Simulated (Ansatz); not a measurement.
RbLuS$_{2}$, DFT, PBEsol, PAW with Ansatz's default frozen-core files, scalar-relativistic (Ansatz 0.2.0), run on 1 thread of Arm Neoverse V1 on a shared host.

The structure is an experimental refinement, used without relaxation. The listed cell was then made from it by scaling, straining or moving an atom.

Command: `ansatz run input.yaml --threads 1 --pin off --max-ram 4096MiB --backend cpu --events-out ev --progress --plain --runs-dir out`

```yaml
crystal:
  lattice:
    - [1.9888244432, 1.1482483277, 7.587209375]
    - [-1.9888244432, 1.1482483277, 7.587209375]
    - [0.0, -2.2964966553, 7.587209375]
  atoms:
    - { symbol: Rb, position: [0.0, 0.0, 0.0] }
    - { symbol: Lu, position: [0.5, 0.5, 0.5] }
    - { symbol: S, position: [0.2303, 0.2303, 0.2303] }
    - { symbol: S, position: [0.7697, 0.7697, 0.7697] }
kpoints:
  mp_grid: { grid: [9, 9, 9] }
scf:
  occupations: { method: fermi_dirac, width: 0.01 }
hamiltonian:
  xc: pbesol
  pseudopotentials: { kind: paw }
output:
  forces: true
  stress: true
  eigenvalues: true
  efg: { contact_densities: true }
```

**Question.** How large is the problem that the program sets up?

**Answer.** 85 irreducible k-points, 2035 plane waves at Γ, 28 bands.

**Question.** Estimate the wall time and the peak memory.

**Answer.** 20 s of wall time for 8 SCF iterations, with a peak of 0.55 GiB. Times on shared machines scatter by tens of per cent.

**Question.** And the same cell and mesh by crystal-made all-electron datasets, asked for forces, stress, eigenvalues, efg, on the same hardware?

**Answer.** 54 s, peak memory 1.2 GiB.
